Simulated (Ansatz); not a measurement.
ZnIn2O4:
```
CELL_PARAMETERS angstrom
     -2.34983     2.34983     5.02538
      2.34983    -2.34983     5.02538
      2.34983     2.34983    -5.02538
ATOMIC_POSITIONS crystal
  In 0.50000 0.50000 0.00000
  In 0.25000 0.75000 0.50000
  Zn 0.00000 0.00000 0.00000
  O  0.33319 0.85061 0.95886
  O  0.89175 0.37433 0.04114
  O  0.14939 0.10825 0.48258
  O  0.62567 0.66681 0.51742
```

The program Ansatz at the r²SCAN level (PAW) gives a gap of 1.28 eV without spin–orbit coupling, maximum at Γ, minimum at Γ.

Problem. What happens when spin–orbit coupling is switched on?

Solution. The gap hardly moves, to 1.28 eV; maximum at Γ, minimum at Γ.

Problem. Give the electron effective mass with spin–orbit coupling.

Solution. 0.23 mₑ (isotropic).

Problem. Give the hole effective mass with spin–orbit coupling.

Solution. 0.58, 0.63, 2.1 mₑ (principal values).

Space group I-4. The cell is a constructed one: a structure type filled with these elements; neither database checked (COD, Materials Project) lists it. Its standing as an ambient phase is unchecked. Symmetry was held in the r²SCAN relaxation; whether a distortion lowers the energy is not shown.

Potentials: the earlier of the program's two PAW sets.
